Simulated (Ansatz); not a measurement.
RbCl:
```yaml
crystal:
  lattice:
    - [0.00000, 3.34952, 3.34952]
    - [3.34952, 0.00000, 3.34952]
    - [3.34952, 3.34952, 0.00000]
  atoms:
    - { symbol: Rb, position: [0.00000, 0.00000, 0.00000] }
    - { symbol: Cl, position: [0.50000, 0.50000, 0.50000] }
```

Cartesian axes are those of the cell as given.

Problem. Give the high-frequency dielectric tensor and the Born effective charge tensors of the independent atoms from DFPT, PBE in the plane-wave PAW code Ansatz.

Solution. 
ε∞:
```
2.28  0.00  0.00
0.00  2.28  0.00
0.00  0.00  2.28
```
Z* of atom 1 (Rb), rows: field, columns: displacement, in e:
```
1.17  0.00  0.00
0.00  1.17  0.00
0.00  0.00  1.17
```
Z* of atom 2 (Cl), rows: field, columns: displacement, in e:
```
-1.17   0.00   0.00
 0.00  -1.17   0.00
 0.00   0.00  -1.17
```

Static charges for comparison (Bader): Rb1 +0.85, Cl2 -0.85 e. Born charges measure polarisation by displacement and can exceed these by far.

Space group Fm-3m (rock salt). The PBE relaxation kept the symmetry of its start. Scalar-relativistic: spin–orbit coupling is off unless named, which matters more the heavier the elements.

Potentials: the later of the program's two PAW sets.
